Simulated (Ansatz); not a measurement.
## Zr$_{2}$AlC: do energies and stresses tell the same story?

Level of theory: Ansatz, DFT r2SCAN, scalar-relativistic, plane waves, PAW.

Settings: cutoff 500 eV, Γ-centred mesh 12×12×4 on the computed 8-atom cell, Gaussian smearing of 0.10 eV; no spin polarisation.

Relaxed cell: P6_3/mmc, a = 3.319 Å, b = 3.319 Å, c = 14.593 Å, α = 90.00°, β = 90.00°, γ = 120.00°, 8 atoms in the primitive cell. Whether it is the stable form of this composition wasn't checked.

Energies at zero smearing and pressures from the stress tensor, at volumes with shape and atoms relaxed:
| V (Å³/atom) | E − E(first) (meV/atom) | P (GPa) |
| --- | --- | --- |
| 15.309 | 0.00 | 21.61 |
| 15.831 | -59.14 | 14.88 |
| 16.353 | -98.02 | 9.13 |
| 16.875 | -119.62 | 4.20 |
| 17.397 | -126.42 | 0.00 |
| 17.919 | -120.52 | -3.61 |
| 18.441 | -103.74 | -6.69 |
| 19.136 | -67.11 | -10.10 |

Question: Check P = −dE/dV between neighbouring volumes, and get the bulk modulus from the pressures alone.

Answer: With 1 eV/Å³ = 160.2 GPa:
```
middle V (Å³/atom)  −ΔE/ΔV (GPa) mean P (GPa)
            15.570        18.155        18.245
            16.092        11.937        12.005
            16.614         6.629         6.666
            17.136         2.089         2.101
            17.658        -1.810        -1.804
            18.180        -5.153        -5.146
            18.789        -8.433        -8.391
```

The two differ by 0.09 GPa at most. The mean of two end pressures misses the average over a step by about ΔV² P″/12, up to 0.09 GPa here; with that taken off 0.04 GPa remains. The stress is the derivative of the free energy, not of the energy at zero smearing, and with free energies 0.01 GPa remains. Around V = 17.397 Å³/atom, the two neighbours give B = −V ΔP/ΔV = 17.397 × 7.81 / 1.044 = 130.2 GPa, against B0 = 129.3 GPa from the Birch–Murnaghan fit of the energies.

Cost: 9 runs of about 27 core-minutes in all, on Intel Xeon Platinum 8259CL (Skylake/Cascade Lake) (shared hosts).